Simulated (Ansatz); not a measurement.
HgPd (L1₀ or tetragonal B2, P4/mmm), the program Ansatz at the PBE level (PAW), all energies at zero smearing, with the estimated change up to a 700 eV cutoff added, with one set of potentials and settings (totals compare only within such a set). Cell of 2 atoms (1 Hg, 1 Pd): -20786.664 eV.

```json
[
 {"element": "Hg", "reference phase": "P6_3/mmc, 2 atoms in the cell", "E (eV/atom)": "-13813.4607"},
 {"element": "Pd", "reference phase": "Fm-3m, 1 atoms in the cell", "E (eV/atom)": "-6972.8544"}
]
```

Formation energy per atom, worked out: (-20786.664 − 1×(-13813.4607) − 1×(-6972.8544))/2 = -0.174 eV/atom (-17 kJ per mol of atoms), at 0 K, without zero-point energy or fitted corrections.

The workflow started from a Materials Project entry (that database holds measured and hypothetical structures alike); the Crystallography Open Database files this formula in space group No. 123, but the cells were not matched. Whether it is the stable phase at ambient conditions was not checked. The PBE relaxation kept the symmetry of its start; its stability against distortions is not shown here. The run is not spin-polarised. The references are the lowest solids computed at this level, not always the standard phases. Scalar-relativistic: spin–orbit coupling is off unless named, which matters more the heavier the elements.

Potentials: the later of the program's two PAW sets.
